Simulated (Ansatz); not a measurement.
**Calculated with Ansatz: AlPtO, relaxation**

Run with:

```bash
ansatz run input.yaml --threads 2 --pin off --max-ram 3584MiB --backend cpu --events-out ev --progress --plain --runs-dir out
```

Input:

```yaml
crystal:
  lattice:
    - [3.335193, 0.0, 0.0]
    - [0.0, 3.32598, 0.0]
    - [0.0, 0.0, 7.066555]
  atoms:
    - { symbol: Al, position: [0.0, 0.5, 0.07] }
    - { symbol: Al, position: [0.5, 0.0, 0.93] }
    - { symbol: O, position: [0.0, 0.0, 0.94] }
    - { symbol: O, position: [0.5, 0.5, 0.06] }
    - { symbol: Pt, position: [0.0, 0.0, 0.3] }
    - { symbol: Pt, position: [0.5, 0.5, 0.7] }
  symmetry: { tolerance: 0.0003 }
kpoints:
  mp_grid: { grid: [7, 7, 3], shift: [0, 0, 0] }
magnetization:
  spin_polarized: false
scf:
  occupations: { method: fermi_dirac }
  lower_state_search: "off"
hamiltonian:
  pseudopotentials: { kind: paw }
  xc: r2scan
basis:
  ecutwfc: 500
  fft_grid_basis: typed
relax:
  max_steps: 80
  f_tol: 0.03
output:
  forces: true
  stress: true
  eigenvalues: true
  bader: true
  populations: true
  elf: true
  write_potential: true
  volumetric_format: npy
  dos:
    e_range: [-12, 8]
    de: 0.05
    projected: { site_lists: { Al: [Al], O: [O], Pt: [Pt] } }
  write_density: true
checkpoint:
  read: saved_state
```

Origin of the cell: a known structure type with other elements, at an estimated volume, so it need not be a known compound.

The smearing width isn't typed, so it takes its default of 0.1 eV.

The saved state is a converged single point of the same cell.

Steps:

```json
{"step": "1", "ΔF (meV/atom)": "0.0", "max force component (eV/Å)": "5.511", "SCF iterations": "7", "step was": "accepted"}
{"step": "2", "ΔF (meV/atom)": "-328.2", "max force component (eV/Å)": "3.592", "SCF iterations": "8", "step was": "accepted"}
{"step": "3", "ΔF (meV/atom)": "-621.1", "max force component (eV/Å)": "3.105", "SCF iterations": "8", "step was": "accepted"}
{"step": "4", "ΔF (meV/atom)": "-898.2", "max force component (eV/Å)": "1.850", "SCF iterations": "8", "step was": "accepted"}
{"step": "5", "ΔF (meV/atom)": "-1034.2", "max force component (eV/Å)": "0.962", "SCF iterations": "8", "step was": "accepted"}
{"step": "6", "ΔF (meV/atom)": "-1051.1", "max force component (eV/Å)": "0.440", "SCF iterations": "7", "step was": "accepted"}
{"step": "7", "ΔF (meV/atom)": "-1054.0", "max force component (eV/Å)": "0.233", "SCF iterations": "7", "step was": "accepted"}
{"step": "8", "ΔF (meV/atom)": "-1055.4", "max force component (eV/Å)": "0.077", "SCF iterations": "6", "step was": "accepted"}
{"step": "9", "ΔF (meV/atom)": "-1055.5", "max force component (eV/Å)": "0.074", "SCF iterations": "7", "step was": "accepted"}
{"step": "10", "ΔF (meV/atom)": "-1055.5", "max force component (eV/Å)": "0.002", "SCF iterations": "6", "step was": "accepted"}
```

The starting structure.

Space group Pmmn (No. 59); the run's cell has a = 3.335 Å, b = 3.326 Å, c = 7.067 Å, α = 90.00°, β = 90.00°, γ = 90.00°. Shortest distances: Al–O 1.67 Å, Al–Pt 2.33 Å, O–O 2.50 Å, O–Pt 2.54 Å, Al–Al 2.55 Å, Pt–Pt 3.33 Å.

After:

Space group Pmmn (No. 59); the run's cell has a = 3.335 Å, b = 3.326 Å, c = 7.067 Å, α = 90.00°, β = 90.00°, γ = 90.00°. Shortest distances: Al–O 1.79 Å, O–O 2.41 Å, Pt–Pt 2.57 Å, Al–Pt 2.70 Å, Al–Al 2.95 Å, O–Pt 3.27 Å.

```xyz
6
Lattice="3.3352 0.0000 0.0000 0.0000 3.3260 0.0000 0.0000 0.0000 7.0666" Properties=species:S:1:pos:R:3 pbc="T T T"
Al    0.0000    1.6630    0.8919
Al    1.6676    0.0000    6.1747
O     0.0000    0.0000    6.8130
O     1.6676    1.6630    0.2536
Pt    0.0000    0.0000    3.0149
Pt    1.6676    1.6630    4.0517
```

```
Free energy lowered by  : 1055.5 meV/atom
Final pressure          : 3.62 GPa
Relaxation steps listed : 10
```

Caveats: no moments, though an odd count or open d shells may carry them; no spin-orbit coupling, though heavy elements are present; the SCF threshold is looser than advised for a stress; the given cell is far from equilibrium, with atoms too close or a volume far off; the relaxation held the start's symmetry, so the end may be a saddle point.

It ran for 2.3 min on 2 threads of Arm Neoverse V1, on a shared host, peak memory 0.59 GiB, from a saved density.
